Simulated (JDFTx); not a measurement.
surface: TiSi2(110), Si outermost, slab composition Ti4Si10
bulk: TiSi2, Cmcm, lattice of mp-1077503 (not re-optimised)
slab: 14 atoms in 14 planes, 1x1, 7.4 Å between the outermost planes
in-plane cell: 3.565 × 6.986 Å, 24.91 Å²
cell height: 23.2 Å
sampling: 6×4×1 k mesh, Fermi smearing 0.01 Ha, no spin polarisation

Whether this polymorph is the ambient one wasn't checked. Neither spin polarisation nor a larger cell was tried.

Method: PBE, GBRV ultrasoft potentials, plane waves to 20/100 Ha, in a modified build of JDFTx. Liquid on both sides: soft-sphere model, water, 1 M NaCl; nuclei fixed, outer atoms relaxed in vacuum. The electron chemical potential μ is absolute (zero in the bulk liquid) and is turned into a potential by U = −μ/e − 4.44 V vs SHE, a convention. Both faces are the same ideal termination; reconstructions, overlayers and chemisorbed solvent are outside this model.

### Question
Predict the potential of zero charge and the surface charge against electrode potential.

### Answer
The potential of zero charge is -0.10 V vs SHE.

```json
[
 {"U (V vs SHE)": "-0.70", "μ (eV)": "-3.74", "excess electrons per cell": "0.394", "σ (μC/cm², per face)": "-12.7", "run": "fixed potential"},
 {"U (V vs SHE)": "-0.10", "μ (eV)": "-4.34", "excess electrons per cell": "0.000", "σ (μC/cm², per face)": "0.0", "run": "neutral"},
 {"U (V vs SHE)": "0.20", "μ (eV)": "-4.64", "excess electrons per cell": "-0.190", "σ (μC/cm², per face)": "6.1", "run": "fixed potential"}
]
```
